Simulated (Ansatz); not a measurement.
TiSi₂ in space group Fddd (No. 70; Ti on 8b, Si on 16f) at seven volumes, LDA in the plane-wave PAW code Ansatz, shape and atoms relaxed at each. One row is withheld.

| V (Å³/atom) | P (GPa) |
|---|---|
| 12.283 | 18.18 |
| 12.688 | 11.13 |
| 13.093 | 5.12 |
| 13.498 | 0.00 |
| 13.903 | -4.37 |
| 14.308 | -8.08 |
| 14.713 | ? |

Q: Fit the shown pressures and predict the withheld one.

A: Third-order Birch–Murnaghan: P = (3/2)B₀(x^(7/2) − x^(5/2))[1 + (3/4)(B′ − 4)(x − 1)] with x = (V₀/V)^(2/3). Least squares on the six rows gives V₀ = 13.498 Å³/atom, B₀ = 157.3 GPa, B′ = 4.30. At V = 14.713, x = 0.9442 and P = -11.27 GPa. The run itself gave -11.23 GPa.

Symmetry was held in the LDA relaxation. The run is not spin-polarised.

Potentials: the earlier of the program's two PAW sets. The files were generated under PBE; for other functionals the program regenerates the frozen cores, and for LDA and PBEsol the local potential too.
